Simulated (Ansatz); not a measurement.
Given:

FeNi:
```yaml
crystal:
  lattice:
    - [2.51368, 0.00000, 0.00000]
    - [0.00000, 2.51368, 0.00000]
    - [0.00000, 0.00000, 3.53618]
  atoms:
    - { symbol: Fe, position: [0.00000, 0.00000, 0.00000] }
    - { symbol: Ni, position: [0.50000, 0.50000, 0.50000] }
```
The run is spin-polarised.

This is the r²SCAN-relaxed structure.

**Question.** All from the program Ansatz at the r²SCAN level (PAW), unless another level is named. Predict the net moment.

**Answer.** 1.77 μB per atom.

**Question.** What about the Bader charges?

**Answer.** Fe +0.32, Ni -0.32 e.

Space group P4/mmm (L1₀ or tetragonal B2). The workflow started from a Materials Project entry (that database holds measured and hypothetical structures alike); the Crystallography Open Database files this formula in space group No. 123, but the cells were not matched. Its standing as an ambient phase is unchecked. The cell was relaxed with r²SCAN under the symmetry of its start; its stability against distortions is not shown here. Magnetic state: ferromagnetic, chosen from 5 collinear starts compared on coarse meshes (ties went to the first, and starts can fall back to one state), not a proven ground state. Other orbital occupations within this spin state were not tried. For itinerant 3d metals, meta-GGAs of the SCAN family and hybrids are commonly reported to give too large moments.

Potentials: the earlier of the program's two PAW sets.
